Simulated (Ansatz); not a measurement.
HfGeS:
```
HfGeS
1.0
    3.62113     0.00000     0.00000
    0.00000     3.62113     0.00000
    0.00000     0.00000     7.94714
Ge Hf S
2 2 2
Direct
  0.00000   0.00000   0.00000
  0.50000   0.50000   0.00000
  0.00000   0.50000   0.27358
  0.50000   0.00000   0.72642
  0.00000   0.50000   0.62001
  0.50000   0.00000   0.37999
```

Relaxed with r²SCAN. Special points in fractions of this cell's reciprocal vectors: Γ (0.000, 0.000, 0.000); X (0.000, 0.500, 0.000); M (0.500, 0.500, 0.000); Z (0.000, 0.000, 0.500); R (0.000, 0.500, 0.500); A (0.500, 0.500, 0.500).

Question: List the band energies nearest the Fermi level at these points for the program Ansatz at the r²SCAN level (PAW).

Answer: In eV from the Fermi level; about four levels below and three above (degenerate sets whole), none deeper than 8.9 eV; points with the same levels are listed once.

```tsv
k	below	above
Γ	-2.78 -2.78 -2.46 -1.64 -0.12	0.62 1.31 1.42 1.42
X	-2.25 -2.25 -0.68 -0.68	0.69 0.69 1.98 1.98
M	-4.53 -4.53 -2.71 -2.71	3.00 3.00 3.05 3.05
Z	-3.22 -3.22 -2.78 -2.77 -2.77	0.45 1.34 1.41
R	-2.35 -2.35 -0.38 -0.38	0.82 0.82 1.92 1.92
A	-4.27 -4.27 -2.87 -2.87	1.58 1.58 3.06 3.06
```

Space group P4/nmm. The workflow started from an entry of the Crystallography Open Database (COD). Whether it is the stable phase at ambient conditions was not checked. The cell was relaxed with r²SCAN under the symmetry of its start; whether a distortion lowers the energy is not shown. The run is not spin-polarised. Spin–orbit coupling is left out wherever it is not named.

Potentials: the later of the program's two PAW sets.
